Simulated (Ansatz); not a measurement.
AlIn3Sb4: rattling a relaxed structure

The structure comes from a generated guess, relaxed at this level; another structure or a mixture of phases may lie lower.

All numbers below come from Ansatz, DFT PBE, scalar-relativistic, plane waves, PAW. Settings: cutoff 420 eV, Γ-centred mesh 8×8×4 on the computed 8-atom cell, Gaussian smearing of 0.10 eV; no spin polarisation.

The cell below (8 atoms, space group P-4m2 (No. 115)) is relaxed within its symmetry.

```yaml
crystal:
  lattice:
    - [4.61398, 0.00000, 0.00000]
    - [0.00000, 4.61398, 0.00000]
    - [0.00000, 0.00000, 13.07367]
  atoms:
    - { symbol: Al, position: [0.50000, 0.50000, 0.00000] }
    - { symbol: In, position: [0.00000, 0.00000, 0.75769] }
    - { symbol: In, position: [0.00000, 0.00000, 0.24231] }
    - { symbol: In, position: [0.50000, 0.50000, 0.50000] }
    - { symbol: Sb, position: [0.50000, 0.00000, 0.88758] }
    - { symbol: Sb, position: [0.00000, 0.50000, 0.11242] }
    - { symbol: Sb, position: [0.50000, 0.00000, 0.37110] }
    - { symbol: Sb, position: [0.00000, 0.50000, 0.62891] }
```

For the test it was strained at random (σ = 1.5 % a component), the atoms were moved at random (σ = 0.05 Å), and all was relaxed again on a coarse 6×6×2 mesh (in the run’s order of axes) with 0.20 eV smearing, with no symmetry imposed.

Spin–orbit coupling, which can matter for Sb, is left out.

Problem. What happens?

Solution. It returns, within 1 meV/atom of the unmoved cell on that mesh and with the same symmetry when read at 0.1 Å (Pm at 0.01 Å, so small strains and shifts remain). So it is stable against the distortions that fit this cell and that this random move excites. Modes that don't fit the cell aren't tested.
